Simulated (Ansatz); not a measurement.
MoS₂:
```
MoS2
1.0
    1.59253     0.91944     7.44033
   -1.59253     0.91944     7.44033
    0.00000    -1.83889     7.44033
Mo S
1 2
Cartesian
  0.00000   0.00000  22.32073
  0.00000   0.00000  16.44297
  0.00000   0.00000  13.31783
```

Relaxed with plane-wave PAW PBE (Ansatz code). Indices refer to the conventional cell of R3m, a = b = 3.1851 Å, c = 22.3210 Å, α = β = 90.00°, γ = 120.00°.

Task: Simulate the powder diffraction pattern (Co Kα, λ = 1.79026 Å; lines above 1 %) up to 2θ = 90°.

Result: Simulated powder pattern, Co Kα, λ = 1.79026 Å (kinematic, ideal powder, no thermal factors, no anomalous dispersion; the 30 strongest lines at most, above 1 %, up to 2θ = 90°):

| 2θ (°) | d (Å) | I/Imax (%) | hkl |
|---|---|---|---|
| 13.82 | 7.440 | 100 | (0003) |
| 27.85 | 3.720 | 2.0 | (0006) |
| 38.17 | 2.738 | 14 | (1 0 -1 1) |
| 39.06 | 2.678 | 13 | (0 1 -1 2) |
| 42.31 | 2.480 | 1.3 | (0009) |
| 42.45 | 2.473 | 15 | (1 0 -1 4) |
| 44.85 | 2.347 | 18 | (0 1 -1 5) |
| 50.82 | 2.086 | 16 | (1 0 -1 7) |
| 54.30 | 1.962 | 13 | (0 1 -1 8) |
| 57.53 | 1.860 | 3.3 | (0 0 0 12) |
| 62.11 | 1.735 | 5.4 | (1 0 -1 10) |
| 66.41 | 1.635 | 3.3 | (0 1 -1 11) |
| 68.40 | 1.593 | 8.7 | (1 1 -2 0) |
| 70.17 | 1.557 | 8.1 | (1 1 -2 3) |
| 73.96 | 1.488 | 2.2 | (0 0 0 15) |
| 75.77 | 1.458 | 1.8 | (1 0 -1 13) |
| 80.85 | 1.380 | 1.6 | (0 1 -1 14) |
| 81.12 | 1.377 | 1.6 | (0 2 -2 1) |
| 81.68 | 1.369 | 1.5 | (2 0 -2 2) |
| 83.82 | 1.340 | 1.2 | (1 1 -2 9) |
| 83.91 | 1.339 | 2.2 | (0 2 -2 4) |
| 85.58 | 1.318 | 2.8 | (2 0 -2 5) |

Symmetry was held in the PBE relaxation. The run is not spin-polarised. The volume moved by 23 % from the start of the relaxation. A crystal of weakly bound layers computed without a dispersion correction: the cell and the soft elastic constants depend strongly on that.

Potentials: the later of the program's two PAW sets.
